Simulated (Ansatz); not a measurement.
Perovskite alloy of KTaO3 and KNbO3 (3 of 8 Ta sites exchanged), 40 atoms

Method: Ansatz 0.2.0, DFT, PBEsol, PAW, plane waves.

Command:

```sh
ansatz run in.yaml --threads 8 --pin off --max-ram 118750MiB --runs-dir r --events-out ev --progress --plain --backend cuda --devices 0,
```

The input less its lattice and atoms:

```yaml
crystal:
  symmetry: { detect: false }
kpoints:
  mp_grid: { grid: [1, 1, 1], shift: [0.25, 0.25, 0.25] }
hamiltonian:
  xc: pbesol
scf:
  occupations: { method: fermi_dirac, width: 0.01 }
relax:
  f_tol: 0.03
  max_steps: 80
  escape_saddle: false
  adjacent_minimum: "off"
  cell: { fix: [shape] }
output:
  forces: true
  eigenvalues: true
  populations: true
```

Start:

```
K Nb Ta O
1.0
     7.97167    0.00000    0.00000
     0.00000    7.97167    0.00000
     0.00000    0.00000    7.97167
K Nb Ta O
8 3 5 24
Direct
  0.00235 0.99770 0.99910
  0.00262 0.99986 0.50023
  0.99761 0.49805 0.00582
  0.99945 0.50255 0.49923
  0.49938 0.99601 0.99941
  0.49841 0.99796 0.50203
  0.50179 0.50468 0.00016
  0.50451 0.50297 0.49885
  0.25219 0.24947 0.24850
  0.75259 0.25182 0.25434
  0.74897 0.24749 0.75391
  0.25177 0.24685 0.74840
  0.25048 0.75299 0.25304
  0.25242 0.75313 0.74877
  0.75095 0.75037 0.24979
  0.75278 0.74985 0.74836
  0.25263 0.24888 0.99830
  0.25004 0.25184 0.50359
  0.25394 0.74853 0.00262
  0.24997 0.75104 0.50309
  0.74565 0.25313 0.00127
  0.74879 0.25113 0.50254
  0.75142 0.74961 0.99953
  0.74556 0.74874 0.50220
  0.00037 0.25479 0.24568
  0.00013 0.24856 0.74802
  0.00310 0.74936 0.24967
  0.00250 0.74792 0.75155
  0.50255 0.25161 0.24636
  0.49899 0.24487 0.75082
  0.49801 0.75663 0.25325
  0.50133 0.74670 0.74785
  0.24820 0.00343 0.24794
  0.25066 0.99899 0.75012
  0.25199 0.50390 0.24661
  0.24909 0.50120 0.75076
  0.74733 0.00012 0.25248
  0.74937 0.99971 0.75276
  0.75377 0.49972 0.24847
  0.74652 0.49860 0.75044
```

Steps:

```tsv
step	energy less the first (eV)	largest force component (eV/Å)	pressure (GPa)
start	0.000	1.381	0.09
1	-0.079	0.666	0.09
2	-0.226	0.179	0.00
3	-0.240	0.140	0.18
4	-0.242	0.131	-0.12
5	-0.245	0.137	-0.17
6	-0.251	0.118	0.06
7	-0.251	0.116	-0.06
8	-0.269	0.088	0.02
9	-0.277	0.014	0.00
10	-0.285	0.013	0.03
```

A structure on the way, about -0.23 eV from the start:

```
K Nb Ta O
1.0
     7.97156    0.00000    0.00000
     0.00000    7.97156    0.00000
     0.00000    0.00000    7.97156
K Nb Ta O
8 3 5 24
Direct
  0.00034 0.00133 0.00077
  0.99982 0.00212 0.50081
  0.00201 0.49969 0.99947
  0.00181 0.49817 0.50207
  0.50156 0.00091 0.00122
  0.50280 0.00138 0.49963
  0.49945 0.49975 0.00016
  0.50028 0.49924 0.50168
  0.25144 0.24822 0.24827
  0.75137 0.25211 0.25277
  0.75063 0.24957 0.75305
  0.25144 0.24931 0.74845
  0.25047 0.74892 0.25000
  0.25105 0.75109 0.74895
  0.75071 0.75126 0.24946
  0.75109 0.74992 0.74913
  0.25084 0.24973 0.99972
  0.24995 0.25033 0.50101
  0.25113 0.75121 0.00085
  0.24994 0.75068 0.50069
  0.74916 0.25039 0.99997
  0.74989 0.25029 0.50013
  0.74989 0.75067 0.00086
  0.75037 0.75032 0.50107
  0.99981 0.25112 0.24911
  0.00024 0.24890 0.74960
  0.00090 0.75066 0.25088
  0.99991 0.74988 0.75066
  0.50038 0.24999 0.24975
  0.49993 0.24845 0.74951
  0.49984 0.75199 0.25183
  0.50012 0.75009 0.74969
  0.24934 0.00128 0.25057
  0.24966 0.99960 0.75010
  0.25109 0.49999 0.25035
  0.25019 0.50040 0.75028
  0.75133 0.00045 0.25123
  0.75033 0.00038 0.75079
  0.75025 0.50112 0.25078
  0.74938 0.49985 0.75057
```

End:

```
K Nb Ta O
1.0
     7.98223    0.00000    0.00000
     0.00000    7.98223    0.00000
     0.00000    0.00000    7.98223
K Nb Ta O
8 3 5 24
Direct
  0.00232 0.00256 0.00250
  0.00223 0.00252 0.50212
  0.00292 0.50217 0.00270
  0.00274 0.50265 0.50258
  0.50233 0.00258 0.00223
  0.50265 0.00254 0.50210
  0.50241 0.50181 0.00229
  0.50280 0.50215 0.50280
  0.25961 0.25612 0.25580
  0.75960 0.25609 0.25957
  0.75609 0.25610 0.75955
  0.25581 0.25266 0.75555
  0.25271 0.75592 0.25268
  0.25290 0.75269 0.75267
  0.75264 0.75581 0.25233
  0.75294 0.75588 0.75240
  0.24728 0.24841 0.99770
  0.24752 0.24831 0.49769
  0.24921 0.74828 0.99914
  0.24923 0.74838 0.49913
  0.74737 0.24762 0.99677
  0.74716 0.24760 0.49677
  0.74923 0.74767 0.99871
  0.74925 0.74767 0.49875
  0.99689 0.24749 0.24712
  0.99775 0.24831 0.74702
  0.99881 0.74764 0.24932
  0.99909 0.74827 0.74926
  0.49693 0.24741 0.24687
  0.49775 0.24829 0.74730
  0.49877 0.74768 0.24923
  0.49909 0.74833 0.74928
  0.24803 0.99780 0.24860
  0.24852 0.99852 0.74867
  0.24808 0.49776 0.24868
  0.24853 0.49852 0.74858
  0.74795 0.99750 0.24782
  0.74858 0.99780 0.74788
  0.74785 0.49745 0.24781
  0.74857 0.49778 0.74791
```

The calculation finished and met its thresholds.

Time: 11 s of wall time on one NVIDIA GB300 with 8 processor threads, on a host shared with other runs; peak host memory 1.9 GiB.

(1) How much energy did the relaxation gain, and which atom moved most?

Results:

(1) 0.29 eV in 10 steps, from a start with small random displacements (the gain also holds any tilting of the ideal host); atom 11 (Nb) moved 0.10 Å, the median atom 0.04 Å (drift of the whole cell removed).
